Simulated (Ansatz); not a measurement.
NiO:
```xyz
4
Lattice="0.0000 2.5997 2.5997 2.5997 0.0000 2.5997 2.5997 2.5997 0.0000" Properties=species:S:1:pos:R:3 pbc="T T T"
Ni     0.0000     0.0000     0.0000
O      1.2998     1.2998     1.2998
Ni     2.5997     2.5997     2.5997
O      3.8995     3.8995     3.8995
```
Starting moments (μB, in the order of the atoms Ni O Ni O): 1.1 0.0 -1.1 0.0.

Relaxed with PBE. Special points in fractions of this cell's reciprocal vectors: Γ (0.000, 0.000, 0.000); X (0.500, 0.000, 0.500); U (0.625, 0.250, 0.625); K (0.375, 0.375, 0.750); L (0.500, 0.500, 0.500); W (0.500, 0.250, 0.750).

### Question
List the band energies nearest the Fermi level at these points for PBE in the plane-wave PAW code Ansatz.

### Answer
In eV from the Fermi level; about four levels below and three above (degenerate sets whole), none deeper than 8.9 eV; points with the same levels are listed once.

| k | below | above |
|---|---|---|
| Γ ↑ | -1.31 -1.31 -1.31 -0.47 -0.47 | 0.85 0.85 0.85 |
| X ↑ | -1.66 -0.61 -0.56 -0.49 | 0.60 0.60 5.83 |
| U ↑ | -0.78 -0.67 -0.46 -0.13 | 0.63 6.30 7.64 |
| L ↑ | -1.48 -1.48 -0.71 -0.71 -0.67 | 0.39 0.39 5.80 |
| W ↑ | -0.61 -0.56 -0.48 -0.48 | 0.32 6.94 7.10 |

Space group Pm-3m (CsCl type). A made-up cell: these elements were put on the sites of a structure type; neither database checked (COD, Materials Project) lists it. It is not the phase usual at ambient conditions (space group No. 225). Symmetry was held in the PBE relaxation, as lowered by the spin order; its stability against distortions is not shown here. Spin order of the final state: antiferromagnetic, chosen from 3 collinear starts compared on coarse meshes (ties went to the first, and starts can fall back to one state), not a proven ground state. No Hubbard U is applied. The compound may be a true metal, but semilocal functionals without U, or a wrong spin order, can also close a gap. Point labels and valley counts follow the cell and symmetry of the run, lower than the named group.

Potentials: the later of the program's two PAW sets.
